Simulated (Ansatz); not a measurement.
SrZrO3:
```yaml
crystal:
  lattice:
    - [4.09581, 0.00000, 0.00000]
    - [0.00000, 4.09581, 0.00000]
    - [0.00000, 0.00000, 4.09581]
  atoms:
    - { symbol: Sr, position: [0.50000, 0.50000, 0.50000] }
    - { symbol: Zr, position: [0.00000, 0.00000, 0.00000] }
    - { symbol: O, position: [0.00000, 0.50000, 0.00000] }
    - { symbol: O, position: [0.50000, 0.00000, 0.00000] }
    - { symbol: O, position: [0.00000, 0.00000, 0.50000] }
```

Relaxed with LDA.

Question: Give the optical modes at the zone centre with their infrared and Raman activity from DFPT, the program Ansatz at the LDA level (PAW).

Answer: Transverse frequencies, without the LO–TO term; a row sums one degenerate level.

| ω (cm⁻¹) | degeneracy | IR ((D/Å)²/amu) | Raman (Å⁴/amu) | activity | symmetry |
|---|---|---|---|---|---|
| 95i | 3 | 49.37 | 0 | IR | T1u |
| 54 | 3 | 0.00 | 0 | silent | T2u |
| 193 | 3 | 31.39 | 0 | IR | T1u |
| 595 | 3 | 82.64 | 0 | IR | T1u |

Question: How high does the top mode go among those that the LO–TO term moves?

Answer: 786 cm⁻¹ for q along x.

Space group Pm-3m (cubic perovskite). The workflow started from a Materials Project entry (that database holds measured and hypothetical structures alike); the Crystallography Open Database files this formula in space group No. 221, but the cells were not matched. Its standing as an ambient phase is unchecked. The LDA relaxation kept the symmetry of its start. At this level the phase is dynamically unstable (imaginary phonons). No spin polarisation was allowed.

Potentials: the later of the program's two PAW sets.
